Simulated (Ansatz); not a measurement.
## Sn (Fd-3m), clamped-ion strain scan

The calculation used DFT PBEsol, scalar-relativistic, plane waves, PAW (Ansatz). The runs took a 420 eV cutoff, a Γ-centred 12×12×12 mesh and Gaussian smearing (0.15 eV). No spin polarisation. Energies are free energies at this smearing, counted from the undisturbed cell; pressure is positive in compression.

Zero of the scan (as given, not relaxed at this level; it stands at 1.0 GPa):

```yaml
crystal:
  lattice:
    - [0.00000, 3.24560, 3.24560]
    - [3.24560, 0.00000, 3.24560]
    - [3.24560, 3.24560, 0.00000]
  atoms:
    - { symbol: Sn, position: [0.50000, 0.50000, 0.50000] }
    - { symbol: Sn, position: [0.75000, 0.75000, 0.75000] }
```

The cell is strained by ε times the Voigt pattern (0, 1, 0, 0, 0, 0) (xx, yy, zz, yz, xz, xy; engineering shear) with fractional coordinates fixed. The cell is metallic on the mesh throughout.

| ε | ΔE (meV/atom) |
| --- | --- |
| -0.0200 | 7.1 |
| -0.0150 | 4.8 |
| -0.0100 | 2.8 |
| -0.0050 | 1.2 |
| 0.0000 | 0.0 |
| 0.0050 | -0.9 |
| 0.0100 | -1.4 |
| 0.0150 | -1.6 |
| 0.0175 | -1.6 |
| 0.0200 | -1.5 |

Problem. Predict the stress summed along the pattern (GPa, tension positive) at each point.

Solution.
| ε | stress summed along the pattern (GPa, tension positive) |
| --- | --- |
| -0.0200 | -2.36 |
| -0.0150 | -2.01 |
| -0.0100 | -1.67 |
| -0.0050 | -1.33 |
| 0.0000 | -0.99 |
| 0.0050 | -0.67 |
| 0.0100 | -0.34 |
| 0.0150 | -0.03 |
| 0.0175 | 0.13 |
| 0.0200 | 0.29 |